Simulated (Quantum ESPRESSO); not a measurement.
Al3ZnN3O, input and log of a self-consistent run

Simulated, not a measurement. The program is pw.x of Quantum ESPRESSO 7.5 (plane-wave density functional theory). The cell is made up: 8 atoms on a wurtzite lattice, with randomly drawn elements, strain and displacements, not relaxed. PseudoDojo standard norm-conserving files (v0.5 for PBE, v0.4.1 for LDA and PBEsol) set the functional; there is no spin polarisation, spin-orbit coupling or dispersion term, and the masses in the input are unused placeholders.

Input:

```
&control calculation='scf', pseudo_dir='./dojo.nc.sr.pbe.v0_5.standard.upf', outdir='./o', disk_io='medium', tprnfor=.true., tstress=.true. /
&system ibrav=0, nat=8, ntyp=4, nbnd=31, ecutwfc=84.00895049, nosym=.true., tot_charge=0,
 occupations='smearing', smearing='fd', degauss=0.0018374661
/
&electrons conv_thr=7.350e-09, electron_maxstep=60, /
ATOMIC_SPECIES
Al 1.0 Al.upf
N 1.0 N.upf
O 1.0 O.upf
Zn 1.0 Zn.upf
CELL_PARAMETERS angstrom
3.0397 0.0177 -0.0234
0.0307 5.3437 0.0078
-0.0377 0.0072 5.0349
ATOMIC_POSITIONS angstrom
Al -0.0269 0.0382 -0.0021
Zn 1.49 2.6697 -0.0033
Al 1.5816 0.8522 2.4013
Al -0.0126 3.5306 2.5881
N -0.1131 0.0171 1.808
O 1.5821 2.6898 1.9698
N 1.5118 0.897 4.3395
N -0.0352 3.5512 4.3613
K_POINTS automatic
6 4 4 1 1 1
```

The log is shortened where brackets say so; the opening notice, blank lines, dates and the lines on written files are dropped, and the path of the files is cut. It prints rydbergs, bohrs and kilobars, and counts compression as positive stress. With no partly filled state, the Fermi energy that it prints is only some level between the filled and the empty states on the mesh, and need not lie in the true gap.

```
     Program PWSCF v.7.5
     Parallel version (MPI & OpenMP), running on       1 processor cores
     Number of MPI processes:                 1
     Threads/MPI process:                     1
     [start-up lines left out]
     bravais-lattice index     =            0
     lattice parameter (alat)  =       5.7445  a.u.
     unit-cell volume          =     551.8483 (a.u.)^3
     number of atoms/cell      =            8
     number of atomic types    =            4
     number of electrons       =        50.00
     number of Kohn-Sham states=           31
     kinetic-energy cutoff     =      84.0090  Ry
     charge density cutoff     =     336.0358  Ry
     scf convergence threshold =      7.3E-09
     mixing beta               =       0.7000
     number of iterations used =            8  plain     mixing
     Exchange-correlation= PBE
                           (   1   4   3   4   0   0   0)
     [axes and pseudopotential details left out]
   Cartesian axes
     site n.     atom                  positions (alat units)
         1        Al     tau(   1) = (  -0.0088491   0.0125664  -0.0006908  )
         2        Zn     tau(   2) = (   0.4901571   0.8782366  -0.0010856  )
         3        Al     tau(   3) = (   0.5202903   0.2803436   0.7899425  )
         4        Al     tau(   4) = (  -0.0041450   1.1614421   0.8513930  )
         5        N      tau(   5) = (  -0.0372059   0.0056253   0.5947678  )
         6        O      tau(   6) = (   0.5204548   0.8848487   0.6479943  )
         7        N      tau(   7) = (   0.4973285   0.2950812   1.4275415  )
         8        N      tau(   8) = (  -0.0115796   1.1682188   1.4347129  )
     number of k points=    48  Fermi-Dirac smearing, width (Ry)=  0.0018
                       cart. coord. in units 2pi/alat
        k(    1) = (   0.0835116   0.0705174   0.0759937), wk =   0.0416667
        k(    2) = (   0.0846749   0.0702903   0.2269413), wk =   0.0416667
     [further k points left out]
     Dense  grid:    57387 G-vectors     FFT dimensions: (  36,  60,  60)
     Estimated max dynamical RAM per process >      73.04 MB
     Initial potential from superposition of free atoms
     starting charge      49.9925, renormalised to      50.0000
     Starting wfcs are   38 randomized atomic wfcs
     total cpu time spent up to now is        5.9 secs
     per-process dynamical memory:    45.7 Mb
     Self-consistent Calculation
     iteration #  1     ecut=    84.01 Ry     beta= 0.70
     Davidson diagonalization with overlap
     ethr =  1.00E-02,  avg # of iterations =  3.6
     total cpu time spent up to now is       17.7 secs
     total energy              =    -526.75630576 Ry
     estimated scf accuracy    <       2.48747844 Ry
     iteration #  2     ecut=    84.01 Ry     beta= 0.70
     Davidson diagonalization with overlap
     ethr =  4.97E-03,  avg # of iterations =  2.6
     total cpu time spent up to now is       27.4 secs
     total energy              =    -527.47143703 Ry
     estimated scf accuracy    <       2.00244849 Ry
     iteration #  3     ecut=    84.01 Ry     beta= 0.70
     Davidson diagonalization with overlap
     ethr =  4.00E-03,  avg # of iterations =  2.0
     total cpu time spent up to now is       35.6 secs
     total energy              =    -527.82237894 Ry
     estimated scf accuracy    <       0.04828057 Ry
     iteration #  4     ecut=    84.01 Ry     beta= 0.70
     Davidson diagonalization with overlap
     ethr =  9.66E-05,  avg # of iterations =  5.7
     total cpu time spent up to now is       51.9 secs
     total energy              =    -527.84137206 Ry
     estimated scf accuracy    <       0.00587860 Ry
     iteration #  5     ecut=    84.01 Ry     beta= 0.70
     Davidson diagonalization with overlap
     ethr =  1.18E-05,  avg # of iterations =  5.1
     total cpu time spent up to now is       68.8 secs
     total energy              =    -527.84187138 Ry
     estimated scf accuracy    <       0.00242165 Ry
     [iterations 6 to 7 left out]
     iteration #  8     ecut=    84.01 Ry     beta= 0.70
     Davidson diagonalization with overlap
     ethr =  1.15E-07,  avg # of iterations =  2.4
     total cpu time spent up to now is       98.9 secs
     total energy              =    -527.84196866 Ry
     estimated scf accuracy    <       0.00000307 Ry
     iteration #  9     ecut=    84.01 Ry     beta= 0.70
     Davidson diagonalization with overlap
     ethr =  6.14E-09,  avg # of iterations =  3.9
     total cpu time spent up to now is      113.4 secs
     total energy              =    -527.84196965 Ry
     estimated scf accuracy    <       0.00000184 Ry
     iteration # 10     ecut=    84.01 Ry     beta= 0.70
     Davidson diagonalization with overlap
     ethr =  3.67E-09,  avg # of iterations =  2.0
     total cpu time spent up to now is      124.0 secs
     total energy              =    -527.84196998 Ry
     estimated scf accuracy    <       0.00000004 Ry
     iteration # 11     ecut=    84.01 Ry     beta= 0.70
     Davidson diagonalization with overlap
     ethr =  8.34E-11,  avg # of iterations =  3.8
     total cpu time spent up to now is      138.8 secs
     total energy              =    -527.84197000 Ry
     estimated scf accuracy    <       0.00000002 Ry
     iteration # 12     ecut=    84.01 Ry     beta= 0.70
     Davidson diagonalization with overlap
     ethr =  3.16E-11,  avg # of iterations =  2.0
     total cpu time spent up to now is      152.4 secs
     End of self-consistent calculation
          k = 0.0835 0.0705 0.0760 (  7179 PWs)   bands (ev):
  -114.1744 -68.4311 -68.3589 -68.3502 -11.1784  -6.0278  -4.3381  -3.5137
     1.7022   2.2170   3.3618   3.6282   3.8588   4.0991   4.3819   4.7649
     4.9503   5.8159   5.9731   6.5827   7.5030   8.2533   8.4298   9.8994
    10.3395  12.2029  14.1413  15.6133  16.2139  16.8754  17.8308
     [levels at the other k points left out]
     the Fermi energy is    11.1558 ev
!    total energy              =    -527.84197000 Ry
     estimated scf accuracy    <          1.5E-09 Ry
     smearing contrib. (-TS)   =      -0.00000000 Ry
     internal energy E=F+TS    =    -527.84197000 Ry
     The total energy is F=E-TS. E is the sum of the following terms:
     one-electron contribution =    -428.64483270 Ry
     hartree contribution      =     239.88887641 Ry
     xc contribution           =     -79.12281587 Ry
     ewald contribution        =    -259.96319783 Ry
     convergence has been achieved in  12 iterations
     Forces acting on atoms (cartesian axes, Ry/au):
     atom    1 type  1   force =     0.03735283   -0.05124370   -0.11024514
     atom    2 type  4   force =     0.02430268   -0.00292469   -0.04146474
     atom    3 type  1   force =    -0.14341058    0.04405194    0.12320047
     atom    4 type  1   force =     0.03097705    0.06127187    0.00341759
     atom    5 type  2   force =     0.15177303   -0.07611155    0.01120504
     atom    6 type  3   force =    -0.04011762   -0.02212948    0.03198793
     atom    7 type  2   force =    -0.04197505   -0.05103176   -0.03190049
     atom    8 type  2   force =    -0.01890233    0.09811737    0.01379934
     Total force =     0.329453     Total SCF correction =     0.000184
     Computing stress (Cartesian axis) and pressure
          total   stress  (Ry/bohr**3)                   (kbar)     P=      174.13
   0.00174644  -0.00052367   0.00003948          256.91      -77.03        5.81
  -0.00052367   0.00081998   0.00013037          -77.03      120.62       19.18
   0.00003948   0.00013037   0.00098481            5.81       19.18      144.87
     init_run     :      4.42s CPU      5.82s WALL (       1 calls)
     electrons    :    127.81s CPU    146.56s WALL (       1 calls)
     forces       :      1.92s CPU      1.95s WALL (       1 calls)
     stress       :      7.21s CPU      7.24s WALL (       1 calls)
     [timing details left out]
     PWSCF        :   2m21.49s CPU   2m42.12s WALL
     JOB DONE.
```

In other units: free energy -7181.656 eV for the cell, pressure 17.41 GPa, largest force component 3.902 eV/Å. A rerun of the same cell at another strain at 1437 eV and a 8 x 6 x 6 mesh moved values by no more than 0.002 eV in energy, 0.03 GPa in stress and 0.002 eV/Å in force.